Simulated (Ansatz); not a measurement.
Relaxed-ion elastic tensor of BP (NiAs type, P6_3/mmc) in GPa (Voigt order), the program Ansatz at the r²SCAN level (PAW); density 3.36 g/cm³, 10.32 Å³ per atom.

```json
[
 {"": "1", "1": "267", "2": "80.9", "3": "118", "4": "0.0", "5": "0.0", "6": "0.0"},
 {"": "2", "1": "80.9", "2": "267", "3": "118", "4": "0.0", "5": "0.0", "6": "0.0"},
 {"": "3", "1": "118", "2": "118", "3": "240", "4": "0.0", "5": "0.0", "6": "0.0"},
 {"": "4", "1": "0.0", "2": "0.0", "3": "0.0", "4": "39.0", "5": "0.0", "6": "0.0"},
 {"": "5", "1": "0.0", "2": "0.0", "3": "0.0", "4": "0.0", "5": "39.0", "6": "0.0"},
 {"": "6", "1": "0.0", "2": "0.0", "3": "0.0", "4": "0.0", "5": "0.0", "6": "93.1"}
]
```

Problem. Is the crystal mechanically stable?

Solution. Yes: the smallest eigenvalue of C is 39.0 GPa.

Problem. Work out the Voigt, Reuss and Hill averages.

Solution. K_V = 156, K_R = 156, K_H = 156; G_V = 64.7, G_R = 55.8, G_H = 60.2 GPa.

Problem. Give Young's modulus, Poisson's ratio, Pugh's ratio and the universal anisotropy index.

Solution. E = 9KG/(3K + G) = 160 GPa; ν = 0.33; K/G = 2.59 (ductile by the Pugh limit of 1.75); A_U = 5G_V/G_R + K_V/K_R − 6 = 0.80.

Problem. Estimate the sound speeds and the Debye temperature.

Solution. v_l = √((K + 4G/3)/ρ) = 8390 m/s, v_t = √(G/ρ) = 4230 m/s, mean 4750 m/s; Θ = (h/k)(3n/4πV)^(1/3) v_m = 649 K.

Problem. Solve the Christoffel equation for the three sound speeds along x, y, z.

Solution. Eigenvalues of C_ijkl n_j n_l equal ρv². In km/s, slowest first: x 3.41, 5.26, 8.91; y 3.41, 5.26, 8.91; z 3.41, 3.41, 8.44.

Problem. How much does each axis shrink under pressure?

Solution. Linear compressibilities β_i = Σ_j S_ij (j = 1 to 3): x 2.2, y 2.2, z 2.0 per TPa.

A made-up cell: these elements were put on the sites of a structure type; neither database checked (COD, Materials Project) lists it. It is not the phase usual at ambient conditions (space group No. 216). The r²SCAN relaxation kept the symmetry of its start; whether a distortion lowers the energy is not shown. As this level gives no gap, shear constants depend on the k-mesh and smearing (Fermi–Dirac, 0.1 eV here). On the denser mesh and wider smearing of the elastic run this cell carries a stress of 0.3 GPa.

Potentials: the earlier of the program's two PAW sets. The files were generated under PBE; for other functionals the program regenerates the frozen cores, and for LDA and PBEsol the local potential too.
